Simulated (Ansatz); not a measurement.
Si2Ni:
```yaml
crystal:
  lattice:
    - [0.00000, 2.69218, 2.69218]
    - [2.69218, 0.00000, 2.69218]
    - [2.69218, 2.69218, 0.00000]
  atoms:
    - { symbol: Ni, position: [0.00000, 0.00000, 0.00000] }
    - { symbol: Si, position: [0.25000, 0.25000, 0.25000] }
    - { symbol: Si, position: [0.75000, 0.75000, 0.75000] }
```

Relaxed with r²SCAN. Special points in fractions of this cell's reciprocal vectors: Γ (0.000, 0.000, 0.000); X (0.500, 0.000, 0.500); U (0.625, 0.250, 0.625); K (0.375, 0.375, 0.750); L (0.500, 0.500, 0.500); W (0.500, 0.250, 0.750).

Task: List the band energies nearest the Fermi level at these points for r²SCAN (plane waves, PAW; program Ansatz).

Result: In eV from the Fermi level; about four levels below and three above (degenerate sets whole), none deeper than 8.9 eV; points with the same levels are listed once.

| k | below | above |
|---|---|---|
| Γ | -5.63 -5.63 -5.63 -3.86 -3.86 | 0.10 1.73 1.73 1.73 |
| X | -3.87 -3.87 -3.78 -3.42 -0.38 | 1.45 7.95 8.93 8.93 |
| U | -4.08 -3.68 -3.22 -2.94 | 0.25 3.81 4.87 |
| L | -3.63 -3.63 -1.73 -1.73 | 1.83 1.83 2.10 |
| W | -4.04 -4.04 -3.87 -3.50 -2.72 | 2.34 2.34 4.87 |

Space group Fm-3m (fluorite or antifluorite type). Symmetry was held in the r²SCAN relaxation. The workflow began spin-polarised and lost its moments.

Potentials: the later of the program's two PAW sets.
